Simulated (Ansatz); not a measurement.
**AlIn3As4: stable or not**

The structure comes from a generated guess, relaxed at this level; another structure or a mixture of phases may lie lower.

These are results of DFT PBE, scalar-relativistic, plane waves, PAW in Ansatz 0.2.0, not measurements. Cutoff 420 eV, Γ-centred 10×10×4 mesh (8-atom cell), Gaussian smearing of 0.10 eV, no spin polarisation.

```
Al In As
1.0
     4.28570    0.00000    0.00000
     0.00000    4.28570    0.00000
     0.00000    0.00000   12.15891
Al In As
1 3 4
Direct
  0.50000 0.50000 0.50000
  0.00000 0.00000 0.74048
  0.50000 0.50000 0.00000
  0.00000 0.00000 0.25952
  0.50000 0.00000 0.12977
  0.00000 0.50000 0.39064
  0.50000 0.00000 0.60936
  0.00000 0.50000 0.87023
```

Formation energies are uncorrected and refer to the elements' standard structures at the same level.

Question: These tests were run: energy against the elements; phonons on a 2×2×1 q mesh. What do they show?

Answer:

```csv
test,result
energy against the elements,−0.29 eV/atom
phonons on a 2×2×1 q mesh,"no imaginary mode on the mesh, but the interpolation dips to 15i cm⁻¹ between its points"
```

It fails none of these tests outright. Other phases of the system weren't compared here, so this isn't yet thermodynamic stability. Undecided within the accuracy: phonons on a 2×2×1 q mesh.

The reference form of As is held partly by dispersion forces, which this level lacks. The run for the phonons used a 10×10×4 k mesh and Fermi–Dirac smearing of 0.15 eV.
